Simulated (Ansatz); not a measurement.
WS$_{2}$:
```xyz
3
Lattice="1.5651 0.9036 6.0593 -1.5651 0.9036 6.0593 0.0000 -1.8072 6.0593" Properties=species:S:1:pos:R:3 pbc="T T T"
W      0.0000     0.0000    18.1660
S      0.0000     0.0000    10.5459
S      0.0000     0.0000    13.6664
```

x, y and z are the axes in which the lattice vectors are written.

### Question
Give the proper piezoelectric stress tensor with relaxed ions from LDA (plane waves, PAW; program Ansatz).

### Answer
In C/m², rows x, y, z, Voigt columns; mesh uncertainty up to 0.01.
```
 0.00   0.00   0.00   0.00  -0.04  -0.44
-0.44   0.44   0.00  -0.04   0.00   0.00
-0.01  -0.01  -0.14   0.00   0.00   0.00
```

The elastic tensor of the same run (GPa):

```
 263  58.1  14.6   4.4   0.0   0.0
58.1   263  14.6  -4.4   0.0   0.0
14.6  14.6  43.9   0.0   0.0   0.0
 4.4  -4.4   0.0  19.6   0.0   0.0
 0.0   0.0   0.0   0.0  19.6   4.4
 0.0   0.0   0.0   0.0   4.4   103
```

### Question
Convert to strain constants d = e·S.

### Answer
In pC/N:
```
 0.0   0.0   0.0   0.0  -1.0  -4.2
-2.1   2.1   0.0  -1.0   0.0   0.0
 0.1   0.1  -3.2   0.0   0.0   0.0
```

Space group R3m. The workflow started from a Materials Project entry (that database holds measured and hypothetical structures alike); the Crystallography Open Database files this formula in space group No. 160, but the cells were not matched. It is not the phase usual at ambient conditions (space group No. 194). The cell was relaxed with LDA under the symmetry of its start; whether a distortion lowers the energy is not shown. The run is not spin-polarised. A crystal of weakly bound layers computed without a dispersion correction: the cell and the soft elastic constants depend strongly on that. Signs of piezoelectric constants follow the polarity of the cell as given. Scalar-relativistic: spin–orbit coupling is off unless named, which matters more the heavier the elements.

Potentials: the earlier of the program's two PAW sets. The files were generated under PBE; for other functionals the program regenerates the frozen cores, and for LDA and PBEsol the local potential too.
